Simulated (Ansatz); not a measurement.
The start is a relaxed ZnSnN2 cell shaken by Gaussian noise of σ = 0.08 Å a coordinate. Cell shape, volume and atoms are optimised at zero target pressure with PBEsol (plane waves to 420 eV, PAW, scalar-relativistic; Ansatz, a first-principles code). First-step values are on the input's coarse k-mesh.

Ansatz input (later rounds restart from its end on a renewed k-mesh):
Ansatz 0.2 input:
```yaml
crystal:
  lattice:
    - [-2.3667348125, 2.3667348125, 4.7816338729]
    - [2.3667348125, -2.3667348125, 4.7816338729]
    - [2.3667348125, 2.3667348125, -4.7816338729]
  atoms:
    - { symbol: Zn, position: [0.7719764591, 0.229707688, 0.5026366417] }
    - { symbol: Zn, position: [-0.0242988478, -0.0010373884, -0.0123580418] }
    - { symbol: Sn, position: [0.2552770369, 0.7893255407, 0.5456144853] }
    - { symbol: Sn, position: [0.4680405081, 0.5127948962, -0.0142500721] }
    - { symbol: N, position: [0.1259998871, 0.1221194486, 0.4989732717] }
    - { symbol: N, position: [0.632525264, 0.6099814656, 0.5234260179] }
    - { symbol: N, position: [0.3894601783, 0.8810660045, 0.0299016785] }
    - { symbol: N, position: [0.8628523171, 0.3914050304, 0.9903041698] }
basis: { ecutwfc: 420, ecutrho_ratio: 4, xc_grid: 2, fft_grid_basis: typed }
kpoints: { mp_grid: { grid: [6, 6, 7] } }
hamiltonian:
  xc: pbesol
  dispersion: none
  pseudopotentials: { kind: paw }
scf: { occupations: { method: fermi_dirac, width: 0.05 } }
relax: { f_tol: 0.01, max_steps: 100, cell: { stress_tol: 0.02 } }
output: { forces: true, stress: true }
```

Problem. What pressure does the first self-consistent step give?

Solution. +2 GPa (positive: the cell is compressed).

Problem. By how much does the energy per atom fall from start to end?

Solution. 0.12 eV/atom.

Problem. Does it find its way back to the structure it was made from?

Solution. It relaxes back to the parent, I-42d (No. 122).

Relaxed structure:

Space group I-42d (No. 122); a = b = 4.7333 Å, c = 9.5646 Å, α = β = γ = 90.00°

```json
[
 {"atom": "Zn", "site": "4a", "symmetry": "-4..", "x": "0.0000", "y": "0.0000", "z": "0.0000"},
 {"atom": "Sn", "site": "4b", "symmetry": "-4..", "x": "0.0000", "y": "0.0000", "z": "0.5000"},
 {"atom": "N", "site": "8d", "symmetry": ".2.", "x": "0.2442", "y": "0.2500", "z": "0.1250"}
]
```
(The calculation used a cell of 8 atoms; values per cell refer to that cell.)

Final values are on a 10×10×10 k-mesh of the relaxed cell. No spin polarisation in the result.

The relaxed structure here is a generated cell of ZnSnN2: the first start was made by placing the elements on the sites of a structure type, and the end was not matched to a known phase here, so it may be hypothetical.
